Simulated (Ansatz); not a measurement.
The relaxed structure here is a generated cell of AlNi: the first start was made by a random draw of sites in a space group, and the end was not matched to a known phase here, so it may be hypothetical. Known forms of AlNi include space group No. 221.

A relaxed cell of AlNi (P4/mmm (No. 123)), relaxed on a k-mesh at least as fine as the one used below. Calculation: PBEsol (plane waves to 420 eV, PAW, scalar-relativistic; Ansatz, a first-principles code). Γ-centred k-mesh 4×7×7 on the run's cell (coarser than for final values), Fermi–Dirac smearing 0.05 eV.

```yaml
crystal:
  lattice:
    - [9.01275, 0.00000, 0.00000]
    - [0.00000, 4.50637, 0.00000]
    - [0.00000, 0.00000, 4.81656]
  atoms:
    - { symbol: Al, position: [0.25000, 0.50000, 0.50000] }
    - { symbol: Al, position: [0.75000, 0.50000, 0.50000] }
    - { symbol: Al, position: [0.00000, 0.00000, 0.00000] }
    - { symbol: Al, position: [0.50000, 0.00000, 0.00000] }
    - { symbol: Al, position: [0.25000, 0.50000, 0.00000] }
    - { symbol: Al, position: [0.75000, 0.50000, 0.00000] }
    - { symbol: Ni, position: [0.25000, 0.00000, 0.00000] }
    - { symbol: Ni, position: [0.75000, 0.00000, 0.00000] }
    - { symbol: Ni, position: [0.00000, 0.50000, 0.00000] }
    - { symbol: Ni, position: [0.50000, 0.50000, 0.00000] }
    - { symbol: Ni, position: [0.00000, 0.00000, 0.50000] }
    - { symbol: Ni, position: [0.50000, 0.00000, 0.50000] }
```

The atoms are displaced by (Å):

| atom | ux | uy | uz |
|---|---|---|---|
| Al1 | 0.065 | 0.016 | -0.107 |
| Al2 | -0.226 | -0.042 | -0.106 |
| Al3 | -0.045 | 0.073 | 0.007 |
| Al4 | 0.078 | 0.129 | 0.027 |
| Al5 | -0.024 | -0.217 | -0.076 |
| Al6 | 0.189 | -0.087 | -0.055 |
| Ni7 | -0.002 | -0.129 | 0.066 |
| Ni8 | 0.024 | 0.068 | -0.090 |
| Ni9 | -0.092 | -0.126 | -0.049 |
| Ni10 | 0.050 | -0.014 | -0.077 |
| Ni11 | 0.010 | -0.067 | -0.041 |
| Ni12 | 0.038 | -0.121 | 0.102 |

Task: What forces (eV/Å) and pressure result?

Result: 
```
atom     Fx     Fy     Fz
----  -----  -----  -----
Al1    0.24   0.64   0.33
Al2   -1.01   0.07   0.70
Al3    1.10  -2.89  -0.10
Al4   -1.03  -1.74   0.70
Al5    0.07   0.67  -0.84
Al6   -3.35   2.24  -0.70
Ni7    0.22  -1.65   0.54
Ni8   -0.40  -1.91  -0.38
Ni9    3.51   2.78  -0.05
Ni10   0.43   2.21  -0.29
Ni11   0.10  -0.08   0.27
Ni12   0.13  -0.34  -0.19
```

Pressure +1.8 GPa.

Task: Estimate the energy cost of the displacement in the harmonic approximation and compare with the calculation.

Result: For a harmonic well ΔE = −½ Σ F·u = 0.887 eV a cell, or 74 meV/atom. The calculated energy relative to the undisplaced cell is +0.06 eV/atom, so the harmonic estimate holds well.

The undisplaced cell is probably no minimum: from this displacement the run went on to P1 (No. 1), 1.14 eV/atom below it.

No spin polarisation in the result: the starting moments vanished. A magnetic state may lie lower.
